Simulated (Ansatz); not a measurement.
ZrCu:
```yaml
crystal:
  lattice:
    - [3.25365, 0.00000, 0.00000]
    - [0.00000, 3.25365, 0.00000]
    - [0.00000, 0.00000, 3.25365]
  atoms:
    - { symbol: Zr, position: [0.50000, 0.50000, 0.50000] }
    - { symbol: Cu, position: [0.00000, 0.00000, 0.00000] }
```

Relaxed with r²SCAN.

Problem. Map the valence electron density (e/Å³), cut off at 3 on the plane through (0.500, 0.500, 0.500) spanned by u = [1, 0, 0] and v = [0, 1, 1] in lattice vectors, from r²SCAN (plane waves, PAW; program Ansatz).

Solution. x is the fraction of u, y of v (the angle between them is 90°; rows are the nearest grid lines); atoms in the plane: Zr at (0.00, 0.00), Cu at (0.50, 0.50).
```
|89994100000149998|
|99993100000139999|
|99962000000026999|
|99631000000013699|
|44210000000001244|
|11000000000000011|
|00000000000000000|
|00000001110000000|
|00000125652100000|
|00001399999310000|
|00001799999710000|
|00002999999920000|
|00002999999920000|
|00001799999710000|
|00001399999310000|
|00000125652100000|
|00000001110000000|
|00000000000000000|
|11000000000000011|
|44210000000001244|
|99631000000013699|
|99962000000026999|
|99993100000139999|
|89994100000149998|
```
Scale: ten equal steps from 0.161 (start of '0') to 3.00 (end of '9'), in the order '0123456789'; x runs from 0.000 to 1.00, y from 0.000 (bottom) to 1.00 (top).

The density is the valence pseudo-density with augmentation charge, so density and ELF within about 1 Å of a nucleus are not all-electron values.

Space group Pm-3m (CsCl type). The workflow started from a Materials Project entry (that database holds measured and hypothetical structures alike); the Crystallography Open Database copy checked does not list it. Its standing as an ambient phase is unchecked. The r²SCAN relaxation kept the symmetry of its start; its stability against distortions is not shown here. The run is not spin-polarised.

Potentials: the later of the program's two PAW sets.
